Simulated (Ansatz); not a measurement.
A distorted cell of MgS (rock salt):

```yaml
crystal:
  lattice:
    - [0.00000, 2.61485, 2.61485]
    - [2.61485, 0.00000, 2.61485]
    - [2.61485, 2.61485, 0.00000]
  atoms:
    - { symbol: S, position: [0.00000, 0.00000, 0.00000] }
    - { symbol: Mg, position: [0.44034, 0.55966, 0.55966] }
```

All values below come from PBE (plane waves to 420 eV, PAW, scalar-relativistic; Ansatz, a quantum-chemistry and plane-wave program). k mesh 9×9×9 (Γ-centred), Fermi-Dirac smearing 0.05 eV. E stands for the smeared free energy. Compression counts positive. MgS was relaxed with its symmetry unable to fall.

Q: What forces act on the atoms (eV/Å, Cartesian)?

A: 
| atom | Fx | Fy | Fz |
|---|---|---|---|
| S1 | 1.314 | 0.000 | 0.000 |
| Mg2 | -1.314 | 0.000 | 0.000 |

Q: What is the stress tensor (GPa)?

A: 
```
   11.4      0.0      0.0
    0.0     -0.7      0.0
    0.0      0.0     -0.7
```
The pressure, a third of the trace, is 3.4 GPa.

Q: In it atom 2 sits (0.312, 0.000, 0.000) Å away from its relaxed site. What is its energy relative to the relaxed cell?

A: 164 meV/cell.

(A displaced cell: forces are minus the slopes of the energy, force constants its curvatures, and phonons follow from these.)
